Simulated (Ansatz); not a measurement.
Ansatz input file:

```yaml
crystal:
  lattice:
    - [2.731756133, 0.0, 0.0]
    - [-0.9105853777, 2.5755243816, 0.0]
    - [0.0, 0.0, 25.6914086276]
  atoms:
    - { symbol: W, position: [0.5, 0.5, 0.330849901] }
    - { symbol: W, position: [0.0, 0.0, 0.4176676218] }
    - { symbol: W, position: [0.5, 0.5, 0.504557248] }
    - { symbol: W, position: [0.0, 0.0, 0.5882011991] }
    - { symbol: B, position: [0.5, 0.5, 0.7206376029] }
basis:
  ecutwfc: 420
kpoints:
  mp_grid: { grid: [11, 11, 1] }
hamiltonian:
  xc: pbesol
scf:
  occupations: { method: gaussian, width: 0.1 }
output:
  forces: true
  stress: true
  eigenvalues: true
efield:
  axis: 3
  dipole_correction: true
  ramp_width: 0.04
```

Command:
```bash
ansatz run input.yaml --threads 1 --pin off --max-ram 2560MiB --backend cpu --events-out ev --progress --plain --runs-dir out
```

Theory: Ansatz, DFT PBEsol, scalar-relativistic, plane waves, PAW.

From the run's log, abridged:

```
Pseudopotentials: kind: paw
Pseudopotential: W, paw, valence charge 14, recommended cutoff 420 eV (normal)
Pseudopotential: B, paw, valence charge 3, recommended cutoff 420 eV (normal)
Functional definition: PBEsol
Crystal: 5 atoms, lattice volume = 180.757 Å³
Basis set: ecut = 420 eV, 3587 PW (Γ), exchange–correlation on 40×40×360 points (8 copies of the dense FFT grid, shifted against one another)
Bands: 36, of which v1, the nominal top of the filled ones, is band 30 counted from 1 (29 counted from 0)
Symmetry: 4 space group operations
Space group: Cmm2 (ITA 35), of the structure as read, at distance tolerance 5.7e-5 Å
k-points: 36 of 121
Initial density: superposition of atomic densities (neutral atoms: chi_scale 0, normalization atom), corrected by the library's trained network
Initial wavefunctions: pseudopotential atomic-orbital guess
Functional: x = pbesol(κ = 0.804, μ = 0.12345679), c = pbesol(β = 0.046)
SCF iter   1: F=—  HF=-41171.855074 eV  |F-HF|=—  |Δ(HF+E_count)|=         —  Δρ=1.06e-2  dr2=4.60e0  ethr=1.77e-3  p=0.017 e·Å  D=1.71e-2 V/Å  ΔV_dip=-0.44 eV  dr2_dipole=2.63e0  V_vac-E_F(+/−)=4.96/5.40 eV  ⟨swp⟩=8.2  Hψ=6390  notcnv=0
efield: sawtooth ramp at fractional position 0.0057 (placed from the atoms, in the widest stretch of the axis that holds none; the zero of the levels goes with the place), width 0.0400; the density the first Hamiltonian is built on has a dipole p = 0.017 e·Å; the dipole correction subtracts the counter field D = 1.71e-2 V/Å, which shifts the + side's vacuum level by -0.44 eV against the − side's; the planar-averaged density in the ramp window peaks in size at 3.3e-5 e/Å³
SCF iter   2: F=—  HF=-41171.760948 eV  |F-HF|=—  |Δ(HF+E_count)|=   9.41e-2  Δρ=6.11e-3  dr2=4.56e-1  ethr=1.77e-3  p=-0.001 e·Å  D=-1.29e-3 V/Å  ΔV_dip=0.03 eV  dr2_dipole=7.83e-2  V_vac-E_F(+/−)=5.15/5.12 eV  ⟨swp⟩=2.4  Hψ=1797  notcnv=0  defer=40
SCF iter   3: F=—  HF=-41171.731513 eV  |F-HF|=—  |Δ(HF+E_count)|=   2.94e-2  Δρ=1.01e-3  dr2=2.16e-2  ethr=7.72e-4  p=0.001 e·Å  D=1.15e-3 V/Å  ΔV_dip=-0.03 eV  dr2_dipole=1.05e-2  V_vac-E_F(+/−)=5.07/5.10 eV  ⟨swp⟩=2.0  Hψ=1630  notcnv=0  defer=43
SCF iter   4: F=—  HF=-41171.731672 eV  |F-HF|=—  |Δ(HF+E_count)|=   1.58e-4  Δρ=3.01e-4  dr2=6.99e-4  ethr=3.65e-5  p=0.001 e·Å  D=6.72e-4 V/Å  ΔV_dip=-0.02 eV  dr2_dipole=8.75e-5  V_vac-E_F(+/−)=5.07/5.08 eV  ⟨swp⟩=2.0  Hψ=1610  notcnv=0  defer=43
SCF iter   5: F=—  HF=-41171.731614 eV  |F-HF|=—  |Δ(HF+E_count)|=   5.80e-5  Δρ=1.05e-4  dr2=7.55e-5  ethr=1.18e-6  p=0.000 e·Å  D=1.81e-4 V/Å  ΔV_dip= 0.00 eV  dr2_dipole=1.96e-6  V_vac-E_F(+/−)=5.06/5.07 eV  ⟨swp⟩=2.4  Hψ=1805  notcnv=0  defer=43
SCF iter   6: F=—  HF=-41171.731672 eV  |F-HF|=—  |Δ(HF+E_count)|=   5.79e-5  Δρ=4.63e-5  dr2=1.77e-5  ethr=1.28e-7  p= 0.000 e·Å  D=-1.42e-4 V/Å  ΔV_dip=0.00 eV  dr2_dipole=9.46e-9  V_vac-E_F(+/−)=5.06/5.06 eV  ⟨swp⟩=2.1  Hψ=1842  notcnv=0  defer=41
SCF iter   7: F=—  HF=-41171.731670 eV  |F-HF|=—  |Δ(HF+E_count)|=   1.61e-6  Δρ=9.66e-6  dr2=8.26e-7  ethr=3.00e-8  p= 0.000 e·Å  D=-3.00e-4 V/Å  ΔV_dip=0.01 eV  dr2_dipole=2.73e-7  V_vac-E_F(+/−)=5.06/5.05 eV  ⟨swp⟩=2.0  Hψ=1703  notcnv=0  defer=41
SCF iter   8: F=-41171.731670 eV  HF=-41171.731670 eV  |F-HF|=4.87e-9  |Δ(HF+E_count)|=   1.45e-7  Δρ=4.72e-6  dr2=8.89e-8  ethr=1.69e-10  p= 0.000 e·Å  D=-4.54e-4 V/Å  ΔV_dip=0.01 eV  dr2_dipole=4.41e-10  V_vac-E_F(+/−)=5.06/5.05 eV  ⟨swp⟩=14.4  Hψ=7155  notcnv=0
SCF 1 converged in 8 iterations: F = -41171.731670 eV  dr2 = 8.89e-8
SCF converged after 8 iterations
Free energy (F): -41171.731670 eV
Harris-Foulkes:  -41171.731670 eV  (|F-HF|=4.87e-9)
Internal energy: -41171.711767 eV  (E = F + TS)
E sigma→0 (E₀):  -41171.721718 eV
Entropy (-TS):   -0.019904 eV (-3.981 meV/atom)
Fermi energy:    5.322162 eV
Dipole field:    D = -0.000484 V/Å  (p = -0.000483 e·Å, saw-weighted, corrected)
Work function:   Φ+ = 5.0624 eV   Φ− = 5.0500 eV
Levels:          The Fermi level and band energies are counted from a zero that moves with the ramp; work functions are not
--- Per-component energies (eV) ---
  E_band       = -1278.795421
  E_kinetic    = 1824.028418
  E_local      = -76860.773199  (includes V_loc(G=0)·N_el)
  E_nonlocal   = 30.647614
  E_hartree    = 37608.468101
  E_xc         = -1082.239611
  E_vxc        = -978.812631  (∫ρ·V_xc dr)
  E_paw        = -33819.360977  (= ΣΔE_a)
  E_vpaw       = -510.729387  (= ΣTr[D̂ρ^β])
  E_aug_tail   = -0.000246  (compensation charges beyond the density's cutoff)
  E_efield     = 0.000000  (sawtooth field / dipole correction)
  E_vefield    = -0.038250  (∫n·V_field dr)
  E_ewald      = 31126.616254
  E_core_change = 0.901880  (= ΣΔE_core)
  E_smearing   = -0.019904  (= −TS)
--- Forces (eV/Å), atoms counted from 1 ---
  atom   1  W      0.00000000     0.00000000     0.69146345
  atom   2  W      0.00000000     0.00000000    -0.67262698
  atom   3  W      0.00000000     0.00000000    -0.17371105
  atom   4  W      0.00000000     0.00000000     0.88451553
  atom   5  B      0.00000000     0.00000000    -0.72972014
--- Stress (GPa, compression-positive) ---
       -6.711636      -0.037998       0.000000
       -0.037998      -6.738505       0.000000
        0.000000       0.000000      -3.310247
  P = ⅓ Tr σ = -5.5868 GPa (-55.868 kbar)
--- Band table (eV; the first three rows and the last of 36) ---
  k-point 0: bands = ["-68.7482", "-68.6828", "-68.5883", "-68.5726", "-33.5698", "-33.2431", "-32.7779", "-32.7308", "-32.5560", "-32.4205", "-32.3878", "-32.3634", "-32.3106", "-32.2709", "-32.1931", "-32.1338", "-3.8574", "-2.4289", "-2.0021", "-0.9519", "-0.8731", "1.8406", "2.5515", "3.3225", "3.4501", "3.8306", "3.9368", "3.9916", "4.5139", "4.5528", "5.5388", "6.1175", "6.9222", "7.1523", "7.3685", "7.5814"]
  k-point 1: bands = ["-68.7407", "-68.6766", "-68.5842", "-68.5680", "-33.5432", "-33.2449", "-32.8305", "-32.7519", "-32.5546", "-32.4657", "-32.4290", "-32.4073", "-32.3197", "-32.3137", "-32.2271", "-32.1702", "-3.5660", "-2.1870", "-1.8154", "-0.6601", "-0.5761", "1.9040", "2.5852", "3.2181", "3.4687", "3.6096", "3.8144", "4.0865", "4.4257", "4.6646", "5.2495", "6.2062", "6.7187", "6.8897", "7.1905", "7.5307"]
  k-point 2: bands = ["-68.7201", "-68.6600", "-68.5739", "-68.5557", "-33.4710", "-33.2692", "-32.9782", "-32.8345", "-32.6439", "-32.5827", "-32.5327", "-32.4857", "-32.4060", "-32.3793", "-32.2533", "-32.2090", "-2.7742", "-1.6094", "-1.2583", "0.0355", "0.1686", "2.0176", "2.5575", "2.9305", "3.1692", "3.4688", "3.5511", "3.8580", "4.3395", "4.8689", "5.3380", "6.3695", "6.7370", "6.7989", "7.1115", "7.5700"]
  k-point 35: bands = ["-68.6153", "-68.5586", "-68.4781", "-68.4590", "-33.6298", "-33.4652", "-33.2391", "-33.2178", "-33.2004", "-33.1856", "-33.0211", "-32.9769", "-32.7553", "-32.7049", "-32.6484", "-32.3955", "-0.5910", "-0.3098", "-0.1575", "0.6098", "0.7532", "1.1721", "2.2174", "2.7241", "3.1691", "3.9052", "4.8140", "5.6196", "6.2226", "6.4466", "6.4979", "6.8013", "7.4069", "8.0142", "8.1363", "9.1315"]
```

Self-consistency was reached.

It took 16 s on 1 thread of Arm Neoverse V2 (shared host), peak memory 0.45 GiB.

Spin–orbit coupling is left out, which can shift energies with elements as heavy as these.